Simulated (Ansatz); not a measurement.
Polymorphs of GaSb, each relaxed with plane-wave PAW PBE (Ansatz code):

A: NiAs type (P6_3/mmc), a = 3.9472 Å, b = 3.9472 Å, c = 7.2566 Å, α = 90.00°, β = 90.00°, γ = 120.00°

B: P6_422, a = 4.4204 Å, b = 4.4204 Å, c = 9.5940 Å, α = 90.00°, β = 90.00°, γ = 120.00°

C: CsCl type (Pm-3m), a = b = c = 3.615 Å, α = β = γ = 90.00°

D: zinc blende (F-43m), a = b = c = 6.2143 Å, α = β = γ = 90.00°

E: rock salt (Fm-3m), a = b = c = 5.7981 Å, α = β = γ = 90.00°

Task: Order them by energy per atom at 0 K (lowest first) at the level PBE.

Result: D (+0 meV/atom), B (+142 meV/atom), E (+211 meV/atom), A (+224 meV/atom), C (+302 meV/atom)

Constructed cells (a structure type filled with these elements, in neither database checked): C. Typed or built starts, not in the databases checked: A; B; E. Not the usual ambient phase: A; B; C; E. All cells were relaxed under the symmetry of their starts (and spin orders); stability against distortions was not tested throughout. Scalar-relativistic: spin–orbit coupling is off unless named, which matters more the heavier the elements.

Energies hold the estimated change up to a 700 eV cutoff; steps of a few meV lie near the error of the meshes.

Potentials: the earlier of the program's two PAW sets.
